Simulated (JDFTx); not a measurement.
Input for a modified build of JDFTx: pentafluoroethane, C2HF5 (SMILES FC(F)C(F)(F)F), charge 0, multiplicity 1, linear PCM without cavity terms (LA12), water, 0.5 M KF; lengths in bohr, energies in hartree. The run starts from orbitals saved by an earlier run of the same system.

```
lattice \
  22.2042819644 0.0000000000 0.0000000000 \
  0.0000000000 21.2594189020 0.0000000000 \
  0.0000000000 0.0000000000 21.7318504332
coords-type Cartesian
ion F -2.3993741870 -2.0502064147 -0.8773150299 0
ion C -1.4655203277 -0.0001419174 0.2832720761 0
ion F -2.3991276689 2.0502064147 -0.8765816199 0
ion C 1.4560884734 -0.0003964951 0.0898970731 0
ion F 2.2731867472 -0.0008460474 -2.2775837666 0
ion F 2.3993741870 2.0327180137 1.2456584769 0
ion F 2.3991559401 -2.0327744539 1.2466457314 0
ion H -2.0627974819 -0.0006909910 2.2775837666 0
ion-species pseudo/f_pbe_v1.4.upf
ion-species pseudo/c_pbe_v1.2.upf
ion-species pseudo/h_pbe_v1.4.upf
elec-cutoff 20 100
elec-ex-corr gga-PBE
symmetries none
elec-n-bands 22
electronic-minimize nIterations 150 energyDiffThreshold 1e-7
fluid LinearPCM
pcm-variant LA12
fluid-solvent H2O
fluid-cation K+ 0.5
fluid-anion F- 0.5
fluid-minimize nIterations 400 knormThreshold 1e-11
wavefunction read s0.wfns 25
dump-name s3.$VAR
dump End State Ecomponents EigStats BandEigs Forces ElecDensity IonicPositions FluidDebug
```

The log closes as follows.

```
[...]
ElecMinimize: Iter:   9  Etot: -133.569919968219551  |grad|_K:  3.429e-07  alpha:  4.833e-01  linmin: -1.906e-04
ElecMinimize: Iter:  10  Etot: -133.569920029439487  |grad|_K:  1.674e-07  alpha:  5.257e-01  linmin: -2.266e-01
ElecMinimize: Iter:  11  Etot: -133.569920047440291  |grad|_K:  9.146e-08  alpha:  5.528e-01  linmin: -3.356e-01
ElecMinimize: Converged (|Delta Etot|<1.000000e-07 for 2 iters).

# Ionic positions in cartesian coordinates:
ion F  -2.399374187000000  -2.050206414700000  -0.877315029900000 0
ion F  -2.399127668900000   2.050206414700000  -0.876581619900000 0
ion F   2.273186747200000  -0.000846047400000  -2.277583766600000 0
ion F   2.399374187000000   2.032718013700000   1.245658476900000 0
ion F   2.399155940100000  -2.032774453900000   1.246645731400000 0
ion C  -1.465520327700000  -0.000141917400000   0.283272076100000 0
ion C   1.456088473400000  -0.000396495100000   0.089897073100000 0
ion H  -2.062797481900000  -0.000690991000000   2.277583766600000 0

# Forces in Cartesian coordinates:
force F  -0.007176887730436  -0.023201928104138  -0.013648052096578 0
force F  -0.007193539003122   0.023255492513338  -0.013641631928391 0
force F   0.006150596567700  -0.000018498866149  -0.027364894176463 0
force F   0.006029580528087   0.020567262042817   0.010095361047412 0
force F   0.006050855457301  -0.020621508465807   0.010108014846447 0
force C   0.010466655366067  -0.000059695174255   0.027397450692406 0
force C  -0.015525965832745   0.000064887744647   0.005992834881638 0
force H   0.001217686254517   0.000011146808438   0.001087636905026 0

# Energy components:
   A_diel =       -0.0120723935091043
   Eewald =       79.8829907823160994
       EH =      194.3087571347367941
     Eloc =     -451.1171846408360580
      Enl =       18.9491140928963695
      Exc =      -27.2879381471437732
 Exc_core =        0.0673502258865943
       KE =       51.6390628982127851
-------------------------------------
     Etot =     -133.5699200474402915


	eMin: -1.239888 at state 0 ( [ +0.000000 +0.000000 +0.000000 ] spin 0 )
	HOMO: -0.303386 at state 0 ( [ +0.000000 +0.000000 +0.000000 ] spin 0 )
```

The run took 12 electronic cycles (a count that differs between repeats, as do the digits past 10⁻⁶ Ha); the highest occupied level lies at -8.26 eV from the bulk liquid; the total lies -0.26 eV from the vacuum run at this geometry.
